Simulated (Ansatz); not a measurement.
# Relaxing a structure of ScCo

The start is a relaxed ScCo cell, doubled along one cell vector, shaken by Gaussian noise of σ = 0.08 Å a coordinate. The cell and all atomic positions are relaxed at zero pressure with PBEsol (plane waves to 420 eV, PAW, scalar-relativistic; Ansatz, a quantum-chemistry and plane-wave program). The first steps use a coarse 5×9×7 k-mesh.

Initial structure:
```yaml
crystal:
  lattice:
    - [8.28423, 0.00000, 0.00000]
    - [-2.07106, 3.58718, 0.00000]
    - [0.00000, 0.00000, 4.47829]
  atoms:
    - { symbol: Co, position: [0.99534, 0.99365, 0.98889] }
    - { symbol: Co, position: [0.47943, 0.99603, 0.96298] }
    - { symbol: Co, position: [0.99305, 0.99395, 0.52302] }
    - { symbol: Co, position: [0.51448, 0.03206, 0.49982] }
    - { symbol: Sc, position: [0.17381, 0.68752, 0.25551] }
    - { symbol: Sc, position: [0.68586, 0.68256, 0.24261] }
    - { symbol: Sc, position: [0.34886, 0.35843, 0.71459] }
    - { symbol: Sc, position: [0.84659, 0.34710, 0.74835] }
```
Spin-polarised start, with parallel moments on Co.

Problem. Which atoms feel the largest initial force, and how large is it?

Solution. 2.18 eV/Å, on Co2 (atoms numbered as listed).

Problem. By how much does the energy per atom fall from start to end?

Solution. 0.07 eV/atom.

Problem. Is the parent structure recovered?

Solution. It relaxes back to the parent, P6₃/mmc (No. 194).

Problem. How do the shortest distances between atoms change?

Solution. The closest pairs of elements (up to four, under 3.6 Å), start → end: Co–Co 2.09 → 2.24 Å; Co–Sc 2.49 → 2.64 Å; Sc–Sc 3.17 → 3.28 Å.

Problem. Is the relaxed structure metallic? Give its gap.

Solution. No gap (metallic).

Problem. What magnetic moments remain?

Solution. Net 0.25 μB/atom, ferromagnetic.

The end point of the relaxation:

```cif
data_Co2Sc2
_chemical_formula_sum 'Co2 Sc2'
_space_group_name_H-M_alt 'P63/mmc'
_space_group_IT_number 194
_space_group_name_Hall '-P 6c 2c'
_cell_length_a 4.14237
_cell_length_b 4.14237
_cell_length_c 4.47833
_cell_angle_alpha 90.000
_cell_angle_beta 90.000
_cell_angle_gamma 120.000
loop_
_atom_site_label
_atom_site_type_symbol
_atom_site_symmetry_multiplicity
_atom_site_Wyckoff_symbol
_atom_site_fract_x
_atom_site_fract_y
_atom_site_fract_z
_atom_site_occupancy
Co1 Co 2 a 0.00000 0.00000 0.00000 1
Sc1 Sc 2 d 0.66667 0.33333 0.25000 1
```

Final values are on a 13×13×11 k-mesh of the relaxed cell. Spin state reached: ferromagnetic (net 0.25 μB/atom), from parallel starting moments; other spin orders were not run from this start.

The relaxed structure here is a generated cell of ScCo: the first start was made by placing the elements on the sites of a structure type, and the end was not matched to a known phase here, so it may be hypothetical.
